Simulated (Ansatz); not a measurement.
Given:

Relaxed Pt (fcc, Cu type):

```yaml
crystal:
  lattice:
    - [3.97009, 0.00000, 0.00000]
    - [0.00000, 3.97009, 0.00000]
    - [0.00000, 0.00000, 3.97009]
  atoms:
    - { symbol: Pt, position: [0.00000, 0.00000, 0.00000] }
    - { symbol: Pt, position: [0.50000, 0.50000, 0.00000] }
    - { symbol: Pt, position: [0.50000, 0.00000, 0.50000] }
    - { symbol: Pt, position: [0.00000, 0.50000, 0.50000] }
```

In this cell atom 4 (Pt, nearest neighbour Pt at 2.807 Å; its periodic images, 4.0 Å or more away, move with it) is moved by s along Cartesian z, unit vector (0.000, 0.000, 1.000); all other atoms and the cell stay fixed.

Computed with PBE (plane waves to 420 eV, PAW, scalar-relativistic; Ansatz, a program for electronic structure). k mesh 10×10×10 (Γ-centred), Fermi-Dirac smearing 0.05 eV. Energies are smeared free energies. With partly filled bands, energies and forces of such displacements shift with the k mesh and the smearing. Pt is run without spin polarisation. Pt was relaxed with its symmetry unable to fall. Spin-orbit coupling is left out, though Pt is heavy. The PAW data are Ansatz's earlier set. The zero of ΔE is the undisplaced structure.

The scan covers s from -0.840 to 0.840 Å in 11 points.

Is this a single well or a double well?

A single well with its minimum at or next to zero displacement.

Is the energy the same for equal positive and negative displacements?

Even: the same for both signs. With its periodic images moving along, the atom's site symmetry in this cell is m-3m.

What force acts on the atom along the line at s = -0.840 Å?

11.2 eV/Å.

(A displaced cell: forces are minus the slopes of the energy, force constants its curvatures, and phonons follow from these.)
